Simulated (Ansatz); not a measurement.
GaP (zinc blende)

```
GaP
1.0
    0.00000     2.75322     2.75322
    2.75322     0.00000     2.75322
    2.75322     2.75322     0.00000
P Ga
1 1
Cartesian
  4.12983   4.12983   4.12983
  0.00000   0.00000   0.00000
```

The slice is a {111} plane (indices of the conventional cell) through the point (0.000, 0.000, 0.000) (fractional), spanned by u = [100] and v = [-1 2 0] in vectors of this cell: u (3.89 Å) and v (6.74 Å, at 90° to u). It covers one period; positions are fractions (u, v).

These are PBE (plane waves to 420 eV, PAW, scalar-relativistic; Ansatz, a program for electronic structure) values and carry that method's errors. k mesh 10×10×10. These are valence fields of a PAW run, semicore shells included where kept as valence: close to a nucleus they are smooth pseudo fields. GaP was relaxed with its symmetry unable to fall. The PAW data are Ansatz's earlier set.

Task: Sketch the valence electron density on this plane as a map.

Result: 
```
|99886644333333333333333333446688|
|66664444333333333333333333444466|
|44443333333333333333333333333344|
|33333333333333333333333333333333|
|22222222333333334433333333222222|
|11111122223333333333333322221111|
|00001111223333333333333322111100|
|00000011222233333333332222110000|
|00000011112233333333332222110000|
|00000011222233333333332222110000|
|00001111223333444444333322111100|
|11111122223344666666443322221111|
|11112222334466889988664433222211|
|22222222334466999999664433222222|
|33333333334466889988664433333333|
|33333333334444666666444433333333|
|33333333333333444444333333333333|
|33333333333333333333333333333333|
|44333333332222222222222233333333|
|33333333222211111111112222333333|
|33333333221111000000111122333333|
|33333322221100000000001122223333|
|33333322221100000000001111223333|
|33333322221100000000001122223333|
|44443333221111000000111122333344|
|66664433222211111111112222334466|
|99886644332222111111222233446688|
|99996644332222222222222233446699|
```
Scale: ten equal steps from -1.57 (start of '0') to 1.71 (end of '9'), in the order '0123456789'. Values: log₁₀ of the valence density in e/Å³. The map has 16 points along u (two characters each, u = 0 at the left) and 28 along v (v = 0 in the bottom row). The scale is logarithmic, as a density can span decades between atoms and voids.
